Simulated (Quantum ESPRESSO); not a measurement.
pw.x input (Quantum ESPRESSO 7.5; PBEsol, PseudoDojo standard norm-conserving files, scalar-relativistic):

```
&CONTROL
  calculation = 'scf'
  pseudo_dir = './pseudo'
  outdir = './out'
  tprnfor = .true.
  tstress = .true.
/
&SYSTEM
  ibrav = 0
  nat = 4
  ntyp = 2
  ecutwfc = 86.0
  ecutrho = 344.0
  occupations = 'smearing'
  smearing = 'fd'
  degauss = 0.002
  nbnd = 34
/
&ELECTRONS
  conv_thr = 4e-10
/
ATOMIC_SPECIES
Se 78.9710 Se.upf
In 114.8180 In.upf
CELL_PARAMETERS angstrom
  5.955757606000  -2.072941816000   0.109683050000
  5.955757606000   2.072941816000   0.109683050000
 -1.665433370000   0.000000000000   4.144332985000
ATOMIC_POSITIONS crystal
Se   0.347683163000   0.347683163000   0.367942621500
Se   0.652316837000   0.652316837000   0.632057378500
In   0.115413397300   0.115413397300   0.983339697100
In   0.884586602700   0.884586602700   0.016660302900
K_POINTS automatic
8 8 6 0 0 0
```

End of the output:

```
     total energy              =    -749.76493777 Ry
     estimated scf accuracy    <       0.00000030 Ry
     total energy              =    -749.76493780 Ry
     estimated scf accuracy    <       0.00000003 Ry
     total energy              =    -749.76493781 Ry
     estimated scf accuracy    <          1.0E-09 Ry
[...]
     the Fermi energy is     9.2269 ev
!    total energy              =    -749.76493781 Ry
     estimated scf accuracy    <          2.6E-10 Ry
     smearing contrib. (-TS)   =      -0.00000010 Ry
     internal energy E=F+TS    =    -749.76493771 Ry
     The total energy is F=E-TS. E is the sum of the following terms:
     one-electron contribution =    -355.51461069 Ry
     hartree contribution      =     205.13378023 Ry
     xc contribution           =    -175.22301785 Ry
     ewald contribution        =    -424.16108940 Ry
     convergence has been achieved in  10 iterations
     Forces acting on atoms (cartesian axes, Ry/au):
     atom    1 type  1   force =    -0.00030033    0.00000000   -0.00427852
     atom    2 type  1   force =     0.00030033    0.00000000    0.00427852
     atom    3 type  2   force =     0.00285639    0.00000000   -0.00059953
     atom    4 type  2   force =    -0.00285639    0.00000000    0.00059953
     Total force =     0.007337     Total SCF correction =     0.000084
     Computing stress (Cartesian axis) and pressure
          total   stress  (Ry/bohr**3)                   (kbar)     P=       -8.56
  -0.00007588   0.00000000  -0.00000675          -11.16        0.00       -0.99
   0.00000000  -0.00005475   0.00000000            0.00       -8.05        0.00
  -0.00000675   0.00000000  -0.00004385           -0.99        0.00       -6.45
```
In a gapped system the printed Fermi energy is only some level inside the gap.

Spin-orbit coupling is not included.

Geometry relaxed with PBE+D3(BJ).
